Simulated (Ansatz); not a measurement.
S:
Space group R-3, hexagonal axes (No. 148); a = 10.914 Å, b = 10.914 Å, c = 4.436 Å, α = 90.00°, β = 90.00°, γ = 120.00°

```tsv
atom	site	symmetry	x	y	z
S	18f	1	0.1462	0.1884	0.0998
```
(The calculation used a cell of 6 atoms; values per cell refer to that cell.)

Relaxed at zero pressure with r²SCAN (plane waves, PAW; program Ansatz).

Problem. The volume is lowered by 6 % and shape and atoms relax at that volume. What pressure results, and how do the axes share the change?

Solution. 0.6 GPa; a -1.2 %, b -1.2 %, c -3.6 %; the energy rises by 2 meV/atom.

Problem. Give the new structure.

Solution. 
Space group R-3, hexagonal axes (No. 148); a = 10.7781 Å, b = 10.7781 Å, c = 4.2756 Å, α = 90.00°, β = 90.00°, γ = 120.00°

```json
[
 {"atom": "S", "site": "18f", "symmetry": "1", "x": "0.1480", "y": "0.1907", "z": "0.1036"}
]
```

The phase is kept; no other phase was compared at this pressure.

The workflow started from an entry of the Crystallography Open Database (COD), which files this formula under 8 space groups. It is not the phase usual at ambient conditions (space group No. 70). The cell was relaxed with r²SCAN under the symmetry of its start; whether a distortion lowers the energy is not shown. A crystal of weakly bound molecules computed without a dispersion correction: the cell and the soft elastic constants depend strongly on that.

Potentials: the later of the program's two PAW sets.
